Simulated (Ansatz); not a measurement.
**Si, first-principles data**

Si:
```cif
data_Si34
_chemical_formula_sum 'Si34'
_space_group_name_H-M_alt 'P 1'
_space_group_IT_number 1
_cell_length_a 10.34058
_cell_length_b 10.34058
_cell_length_c 10.34058
_cell_angle_alpha 60.000
_cell_angle_beta 60.000
_cell_angle_gamma 60.000
loop_
_space_group_symop_operation_xyz
  'x, y, z'
loop_
_atom_site_label
_atom_site_type_symbol
_atom_site_fract_x
_atom_site_fract_y
_atom_site_fract_z
_atom_site_occupancy
Si1 Si 0.50000 0.50000 0.50000 1
Si2 Si 0.75000 0.75000 0.75000 1
Si3 Si 0.39136 0.39136 0.39136 1
Si4 Si 0.42408 0.85864 0.85864 1
Si5 Si 0.39136 0.39136 0.82592 1
Si6 Si 0.85864 0.42408 0.85864 1
Si7 Si 0.82592 0.39136 0.39136 1
Si8 Si 0.85864 0.85864 0.85864 1
Si9 Si 0.39136 0.82592 0.39136 1
Si10 Si 0.85864 0.85864 0.42408 1
Si11 Si 0.36414 0.75283 0.75283 1
Si12 Si 0.11981 0.49717 0.88586 1
Si13 Si 0.75283 0.36414 0.13019 1
Si14 Si 0.49717 0.11981 0.49717 1
Si15 Si 0.13019 0.75283 0.75283 1
Si16 Si 0.49717 0.88586 0.49717 1
Si17 Si 0.75283 0.13019 0.36414 1
Si18 Si 0.88586 0.49717 0.11981 1
Si19 Si 0.75283 0.36414 0.75283 1
Si20 Si 0.88586 0.11981 0.49717 1
Si21 Si 0.13019 0.75283 0.36414 1
Si22 Si 0.49717 0.49717 0.11981 1
Si23 Si 0.75283 0.13019 0.75283 1
Si24 Si 0.49717 0.49717 0.88586 1
Si25 Si 0.36414 0.75283 0.13019 1
Si26 Si 0.11981 0.88586 0.49717 1
Si27 Si 0.75283 0.75283 0.36414 1
Si28 Si 0.49717 0.88586 0.11981 1
Si29 Si 0.36414 0.13019 0.75283 1
Si30 Si 0.11981 0.49717 0.49717 1
Si31 Si 0.75283 0.75283 0.13019 1
Si32 Si 0.88586 0.49717 0.49717 1
Si33 Si 0.13019 0.36414 0.75283 1
Si34 Si 0.49717 0.11981 0.88586 1
```

Space group Fd-3m (No. 227); conventional cell a = b = c = 14.6238 Å, α = β = γ = 90.00°.

Method: plane-wave PAW PBEsol (Ansatz code). Geometry: relaxed at this level of theory. Other levels are named where they apply.

### Cell and energy

```
Property             Result
---------------  ----------
Volume per atom    23.00 Å³
Density          2.03 g/cm³
```

### Electronic structure

```
Quantity                                                                                              Result
--------------------------------------------  --------------------------------------------------------------
Band gap                                                                                  0.43 eV (indirect)
Valence-band maximum                                                                                    at Γ
Conduction-band minimum                       on the Γ–X line, 95 % of the way from Γ (6 equivalent valleys)
Smallest direct gap on the standard path                                                             0.75 eV
Electron effective mass                                               0.21, 0.27, 0.27 mₑ (principal values)
Hole effective mass, band 1 of 3 at the edge        2.3 along [100], 0.50 along [110], 0.40 along [111] (mₑ)
Hole effective mass, band 2 of 3 at the edge       0.21 along [100], 0.21 along [110], 0.27 along [111] (mₑ)
Hole effective mass, band 3 of 3 at the edge       0.21 along [100], 0.32 along [110], 0.27 along [111] (mₑ)
HSE06 gap on the PBEsol cell                                                                         1.03 eV
```

### Mechanics

```
Quantity                                                                      Result
--------------------------------------------  --------------------------------------
Bulk modulus (Birch–Murnaghan fit)                                          65.6 GPa
Pressure derivative B′                                                           4.3
Elastic constants (relaxed ions, GPa)              C11 = 107, C12 = 45.3, C44 = 40.6
Mechanical stability                          stable (all eigenvalues of C positive)
Hill bulk and shear moduli                                         65.8 and 36.3 GPa
Young's modulus                                                             92.0 GPa
Poisson's ratio                                                                 0.27
Debye temperature from the elastic constants                                   493 K
```

### Phonons

```
Item                                                    Value
-------------------------------  ----------------------------
Highest zone-centre frequency                        506 cm⁻¹
Zone-centre stability                  no imaginary mode at Γ
Dynamical stability on the path  stable (no imaginary branch)
Zero-point energy                               54.8 meV/atom
Vibrational entropy at 300 K          22.8 J/(K·mol of atoms)
```

The workflow started from a Materials Project entry (that database holds measured and hypothetical structures alike). Its sites differ from those of the usual phase in this space group: another stacking or structure type. The PBEsol relaxation kept the symmetry of its start.

Potentials: the earlier of the program's two PAW sets. The files were generated under PBE; for other functionals the program regenerates the frozen cores, and for LDA and PBEsol the local potential too.
